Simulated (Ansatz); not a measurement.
**Structure relaxation, SnO2**

The start is a generated trial cell of SnO2 in the marcasite structure type. The structure is fully relaxed (lattice and positions, P = 0) with r2SCAN (plane waves to 500 eV, PAW, scalar-relativistic; Ansatz, an electronic-structure program). The first steps use a coarse 6×5×8 k-mesh.

Input geometry:
```yaml
crystal:
  lattice:
    - [3.99505, 0.00000, 0.00000]
    - [0.00000, 4.87593, 0.00000]
    - [0.00000, 0.00000, 3.04388]
  atoms:
    - { symbol: Sn, position: [0.00000, 0.00000, 0.00000] }
    - { symbol: Sn, position: [0.50000, 0.50000, 0.50000] }
    - { symbol: O, position: [0.20040, 0.37870, 0.00000] }
    - { symbol: O, position: [0.70040, 0.12130, 0.50000] }
    - { symbol: O, position: [0.29960, 0.87870, 0.50000] }
    - { symbol: O, position: [0.79960, 0.62130, 0.00000] }
```

Q: How large is the pressure on the unrelaxed cell, and of which sign?

A: +45.2 GPa (positive: the cell is compressed).

Q: Does the structure survive the relaxation? Give the final space group.

A: The space group goes from Pnnm (No. 58) to P4₂/mnm (No. 136); the end is rutile type, with 6 atoms in the primitive cell.

Q: How does the volume change?

A: +22.3 %, from 9.88 to 12.09 Å³/atom.

Q: How do the shortest distances between atoms change?

A: The closest pairs of elements (up to four, under 3.6 Å), start → end: O–O 1.99 → 2.61 Å; O–Sn 2.01 → 2.06 Å; Sn–Sn 3.04 → 3.20 Å.

Q: What band gap does the relaxed structure have at this level?

A: 1.77 eV, direct at Γ (no spin-orbit coupling).

Q: Write out the relaxed structure.

A: 
```cif
data_O4Sn2
_chemical_formula_sum 'Sn2 O4'
_space_group_name_H-M_alt 'P42/mnm'
_space_group_IT_number 136
_space_group_name_Hall '-P 4n 2n'
_cell_length_a 4.75971
_cell_length_b 4.75971
_cell_length_c 3.20097
_cell_angle_alpha 90.000
_cell_angle_beta 90.000
_cell_angle_gamma 90.000
loop_
_atom_site_label
_atom_site_type_symbol
_atom_site_symmetry_multiplicity
_atom_site_Wyckoff_symbol
_atom_site_fract_x
_atom_site_fract_y
_atom_site_fract_z
_atom_site_occupancy
Sn1 Sn 2 a 0.00000 0.00000 0.00000 1
O1 O 4 g 0.19408 0.19408 0.50000 1
```

Final values are on a 7×7×10 k-mesh of the relaxed cell. No spin polarisation in the result.

The run could not lose the symmetry of its start; a randomly shaken copy of 12 atoms returns to this structure.
